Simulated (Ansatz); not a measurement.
RbH:
```
CELL_PARAMETERS angstrom
      0.00000     2.89319     2.89319
      2.89319     0.00000     2.89319
      2.89319     2.89319     0.00000
ATOMIC_POSITIONS crystal
  Rb 0.50000 0.50000 0.50000
  H  0.00000 0.00000 0.00000
```

Relaxed with LDA. Special points in fractions of this cell's reciprocal vectors: Γ (0.000, 0.000, 0.000); X (0.500, 0.000, 0.500); U (0.625, 0.250, 0.625); K (0.375, 0.375, 0.750); L (0.500, 0.500, 0.500); W (0.500, 0.250, 0.750).

Problem. List the band energies nearest the valence-band maximum at these points for plane-wave PAW LDA (Ansatz code).

Solution. In eV from the valence-band maximum; about four levels below and three above (degenerate sets whole), none deeper than 8.9 eV; points with the same levels are listed once.

| k | below | above |
|---|---|---|
| Γ | -2.32 | 6.65 6.65 6.65 |
| X | -1.08 | 4.04 5.47 9.23 9.23 |
| U | -0.67 | 4.04 5.07 7.54 |
| L | 0.00 | 2.43 6.03 6.03 |
| W | -0.63 | 4.69 4.69 6.11 |

Space group Fm-3m (rock salt). The first step of the workflow began from a Materials Project structure, measured or hypothetical; the Crystallography Open Database files this formula in space group No. 225, but the cells were not matched. Its standing as an ambient phase is unchecked. The cell was relaxed with LDA under the symmetry of its start; phonons on a q-mesh show no instability. Scalar-relativistic: spin–orbit coupling is off unless named, which matters more the heavier the elements.

Potentials: the later of the program's two PAW sets.
